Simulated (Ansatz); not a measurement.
Ta2O5: zone-centre modes

Level of theory: Ansatz, DFT PBEsol, scalar-relativistic, plane waves, PAW. The runs took a 420 eV cutoff, a Γ-centred 8×8×8 mesh and Gaussian smearing (0.05 eV). Spin–orbit coupling is left out, which can shift energies with elements as heavy as these. No spin polarisation.

The undisturbed cell (relaxed at this level; it needn't be the usual structure):

```xyz
7
Lattice="-2.6204 2.6204 4.7914 2.6204 -2.6204 4.7914 2.6204 2.6204 -4.7914" Properties=species:S:1:pos:R:3 pbc="T T T"
Ta    0.0000    0.0000    1.8844
Ta    0.0000    0.0000    7.6985
O     0.0000    0.0000    0.0000
O    -1.3102    1.3102    2.3957
O     1.3102   -1.3102    2.3957
O     1.3102    1.3102   -2.3957
O     1.3102    1.3102    2.3957
```

Harmonic modes by finite displacements of 0.02 Å, without the LO–TO term.

(1) At this geometry, is the structure stable against these modes?

(2) List the wavenumbers in cm⁻¹.

Results:

(1) No: 2 modes are unstable, the strongest at 178i cm⁻¹.

(2) 178i, 72i, 0, 0, 0, 25, 25, 164, 164, 278, 282, 282, 282, 291, 291, 469, 586, 616, 616, 744, 1038.

Cost: 1 run of about 9.9 core-minutes, on Arm Neoverse N1 (shared hosts).